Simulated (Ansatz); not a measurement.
## Ag: strain and displacement

```
CELL_PARAMETERS angstrom
0.00000 2.04310 2.04310
2.04310 0.00000 2.04310
2.04310 2.04310 0.00000
ATOMIC_POSITIONS crystal
Ag 0.00000 0.00000 0.00000
```

The cell comes from COD entry 9008459, which wasn't checked; take it as a given geometry.

All numbers below come from DFT, LDA, all-electron PAW with datasets made for the crystal, scalar-relativistic in Ansatz 0.2.0.

Numerical set-up: a Γ-centred 15×15×15 k mesh, Fermi–Dirac smearing of 0.05 eV, cutoff 260 eV (chosen by the program for this cell), no spin polarisation.

The unchanged cell is at -7.45 GPa.

In a metal, stresses and small energies carry noise from the k mesh.

x, y and z are the Cartesian axes of the cell as listed; fractional coordinates follow a strain, and an engineering shear is twice the off-diagonal strain component.

Question: With this change (equal xy, yz and zx engineering shear strains of -2 %), what becomes of the energy and stress?

Answer: Energy change +1 meV/atom; stress change (xx, yy, zz, yz, xz, xy) 0.18, 0.18, 0.18, 0.48, 0.48, 0.48 GPa, compression positive.

Question: With this change (equal xy, yz and zx engineering shear strains of +1 %), what becomes of the energy and stress?

Answer: Energy change under 1 meV/atom; stress change (xx, yy, zz, yz, xz, xy) 0.03, 0.03, 0.03, -0.20, -0.20, -0.20 GPa, compression positive.

With equal xy, yz and zx engineering shear strains of +3 %: energy change +3 meV/atom; stress change (xx, yy, zz, yz, xz, xy) 0.39, 0.39, 0.39, -1.00, -1.00, -1.00 GPa, compression positive.

Question: With this change (equal xy, yz and zx engineering shear strains of -3 %), what becomes of the energy and stress?

Answer: Energy change +3 meV/atom; stress change (xx, yy, zz, yz, xz, xy) 0.39, 0.39, 0.39, 0.87, 0.87, 0.87 GPa, compression positive.

Question: With this change (equal xy, yz and zx engineering shear strains of -1 %), what becomes of the energy and stress?

Answer: Energy change under 1 meV/atom; stress change (xx, yy, zz, yz, xz, xy) 0.04, 0.04, 0.04, 0.19, 0.19, 0.19 GPa, compression positive.

Question: With this change (equal xy, yz and zx engineering shear strains of +2 %), what becomes of the energy and stress?

Answer: Energy change +1 meV/atom; stress change (xx, yy, zz, yz, xz, xy) 0.16, 0.16, 0.16, -0.56, -0.56, -0.56 GPa, compression positive.
